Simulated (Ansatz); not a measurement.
Ga (sc type), DFT, PBEsol, all-electron LAPW, scalar-relativistic (Ansatz 0.2.0), on 1 thread of Arm Neoverse V1 (shared host).

Command: `ansatz run input.yaml --threads 1 --pin off --max-ram 2048MiB --backend cpu --events-out ev --progress --plain --runs-dir out`

```yaml
crystal:
  lattice:
    - [2.4490965702, 0.0, 0.0]
    - [0.0, 2.4490965702, 0.0]
    - [0.0, 0.0, 2.4490965702]
  atoms:
    - { symbol: Ga, position: [0.0, 0.0, 0.0] }
kpoints:
  mp_grid: { grid: [15, 15, 15] }
scf:
  occupations: { method: fermi_dirac, width: 0.1 }
hamiltonian:
  xc: pbesol
  pseudopotentials: { kind: all_electron, lapw: { basis_error: 0.001 } }
output:
  forces: true
  stress: true
  eigenvalues: true
  populations: true
```

**Question.** How large is the problem that the program sets up?

**Answer.** 120 irreducible k-points, 179 plane waves at Γ, 15 bands.

**Question.** About how long does it take?

**Answer.** 10 s of wall time for 6 SCF iterations. Times on shared machines scatter by tens of per cent.
